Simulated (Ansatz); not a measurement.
Trial structure of Ru2C, not yet relaxed:

```
Ru C
1.0
     0.00000    3.39871    3.39871
     3.39871    0.00000    3.39871
     3.39871    3.39871    0.00000
Ru C
4 2
Direct
  0.62500 0.62500 0.62500
  0.12500 0.62500 0.62500
  0.62500 0.62500 0.12500
  0.62500 0.12500 0.62500
  0.00000 0.00000 0.00000
  0.25000 0.25000 0.25000
```

All numbers below come from DFT PBE, scalar-relativistic, plane waves, PAW (Ansatz). Plane waves to 420 eV, a k mesh through Γ of 4×4×4 on the computed 6-atom cell and Gaussian smearing (0.10 eV); no spin polarisation.

Energies over the elements count from the elements' standard structures at the same level, with no fitted energy shifts.

Q: What does a single point on this coarse mesh give?

A: The pressure is 18.8 GPa (it wants to expand), the largest force is 0.00 eV/Å (symmetry fixes the atoms), and the energy is +2.64 eV/atom against the elements. The shortest distance is 2.40 Å.

Q: Is it a good guess?

A: A fair one: relaxing gains under 0.1 eV/atom (the start's value is from the coarse mesh, so the gain is rough) in 9 ionic steps and ends at +2.59 eV/atom on the finer mesh. The symmetry stays Fd-3m (No. 227). The end has the cubic Laves (C15) type. The volume per atom grows by 9.4 %, from 13.1 to 14.3 Å³. The shortest distance goes from 2.40 Å (Ru–Ru) to 2.48 Å (Ru–Ru). Conventional cell: a = 7.004 Å. Ru is surrounded by 6 Ru at 2.48 Å and 6 C at 2.90 Å; C is surrounded by 12 Ru at 2.90 Å and 4 C at 3.03 Å.

The last run used collinear spin, a 10×10×10 mesh for its 6-atom cell and Gaussian smearing of 0.10 eV. The reference form of C is held partly by dispersion forces, which this level lacks. Another magnetic order may lie lower. The relaxation can't lower the symmetry of the start, and the grade says only how near the guess is to its own end. A structure relaxed within its symmetry needn't be a true minimum. Another cell of Ru2C relaxed alike but without spin, in R-3m, lies 2.15 eV/atom lower, so this cell isn't the stable form at this level.
